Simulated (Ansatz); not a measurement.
AlP (zinc blende, space group No. 216), DFT-PBE in the program Ansatz with PAW potentials. The conduction-band minimum lies at X, with 3 equivalent valleys. Second derivatives d²E/dk² of the lowest band at one valley (eV·Å²), along Cartesian directions:

| direction | d²E/dk² |
|---|---|
| [100] | 9.403 |
| [010] | 30.17 |
| [001] | 30.17 |
| [110] | 19.79 |
| [101] | 19.79 |
| [011] | 30.08 |

Task: Find the principal effective masses, the density-of-states mass and the conductivity mass.

Result: Off-diagonal terms follow from H_xy = H[110] − (H_xx + H_yy)/2, and m*/mₑ = 7.620 eV·Å² over each eigenvalue: 0.25, 0.25, 0.81. One valley's DOS mass (m₁m₂m₃)^(1/3) = 0.37, conductivity mass 3/(Σ 1/mᵢ) = 0.33 mₑ.

Task: What effective density of states Nc follows at 300 K for parabolic valleys?

Result: Nc = 2.509e19 × 3 × (0.37)^(3/2) ≈ 1.7e19 cm⁻³.

Space group F-43m (zinc blende). The PBE relaxation kept the symmetry of its start.

Potentials: the earlier of the program's two PAW sets.

Edges and masses are those of Kohn–Sham bands, whose gap is no quasiparticle gap.
